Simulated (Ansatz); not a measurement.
Problem. Each is relaxed and computed with DFT-PBEsol in the program Ansatz with PAW potentials. Which alone has a direct gap?
(A) BaMgF4, Cmc2_1 (Pearson symbol oS24)
(B) MgS, rock salt
(C) BaCuSF, P4/nmm (Ba on 2c, Cu on 2b, S on 2c, F on 2a)
(D) CuI, P6_422 (Cu on 3c, I on 3d)

Solution. C, BaCuSF, P4/nmm (Ba on 2c, Cu on 2b, S on 2c, F on 2a). BaCuSF: gap 1.48 eV (direct); BaMgF4: gap 6.98 eV (indirect); MgS: gap 2.73 eV (indirect); CuI: gap 0.65 eV (indirect). Typed or built starts, not in the databases checked: CuI, P6_422 (Cu on 3c, I on 3d). Not the usual ambient phase: CuI, P6_422 (Cu on 3c, I on 3d). Standing as an ambient phase not checked: BaCuSF, P4/nmm (Ba on 2c, Cu on 2b, S on 2c, F on 2a); BaMgF4, Cmc2_1 (Pearson symbol oS24). Began spin-polarised and lost the moments: CuI, P6_422 (Cu on 3c, I on 3d). All cells were relaxed under the symmetry of their starts (and spin orders); stability against distortions was not tested throughout. Named crystals with no word on spin ran without spin polarisation. Spin–orbit coupling is left out wherever it is not named.

Potentials: the earlier of the program's two PAW sets. The files were generated under PBE; for other functionals the program regenerates the frozen cores, and for LDA and PBEsol the local potential too.
